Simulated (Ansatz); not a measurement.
NaF (rock salt) is sheared across one {110} plane: the third cell vector gains the shift, so faults repeat every 5.0 Å. The cut lies between planes 1.66 Å apart; the cell height is held.

```
CELL_PARAMETERS angstrom
      3.32451     0.00000     0.00000
      0.00000     4.70157     0.00000
      1.66225     2.35078     4.98676
ATOMIC_POSITIONS crystal
  F  0.00000 0.00000 0.83333
  F  0.33333 0.33333 0.16667
  F  0.66667 0.66667 0.50000
  Na 0.00000 0.50000 0.83333
  Na 0.33333 0.83333 0.16667
  Na 0.66667 0.16667 0.50000
```

In-plane vectors a = (3.325, 0.000) Å, b = (0.000, 4.702) Å, area 15.63 Å². The shift is s times the vector b (length 4.702 Å), so s = 1 restores the start. Atoms relax along the normal only. γ = [E(shift) − E(0)] / area.

All values below come from PBE (plane waves to 420 eV, PAW, scalar-relativistic; Ansatz, a first-principles code). k mesh 9×9×9 (Γ-centred), Fermi-Dirac smearing 0.05 eV. Energies are extrapolated to zero smearing. Some relaxations began with atoms very close together and may have settled on another branch. Faults lie only 5.0 Å apart, and holding the cell height raises γ above its relaxed value. NaF was relaxed with its symmetry unable to fall. The relaxed volume of NaF is well above the measured one; the method has no dispersion term. The zero of γ is zero shift.

| s | γ (mJ/m²) |
|---|---|
| 0.000 | 0 |
| 0.083 | 165 |
| 0.167 | withheld |
| 0.250 | 1308 |
| 0.333 | 1914 |
| 0.417 | 2322 |
| 0.500 | 2466 |
| 0.583 | 2322 |
| 0.667 | 1914 |
| 0.750 | 1308 |
| 0.833 | withheld |
| 0.917 | 165 |

### Question
Fit a Fourier form (three harmonics of 1 − cos and sin) to the given rows and predict γ at s = 0.167.

### Answer
Least squares on the 10 given rows: γ = (1242.0)·[1 − cos(2πs)] + (36.3)·[1 − cos(4πs)] + (-11.5)·[1 − cos(6πs)], in mJ/m²; root-mean-square residual 4.9 mJ/m². At 0.167 the fit gives 652 mJ/m²; the calculation gives 646 mJ/m², so the interpolation is off by 6 (+0.9 %). 

(The slope of γ gives the shear force per area between the displaced halves; near zero shift its curvature is an elastic stiffness.)
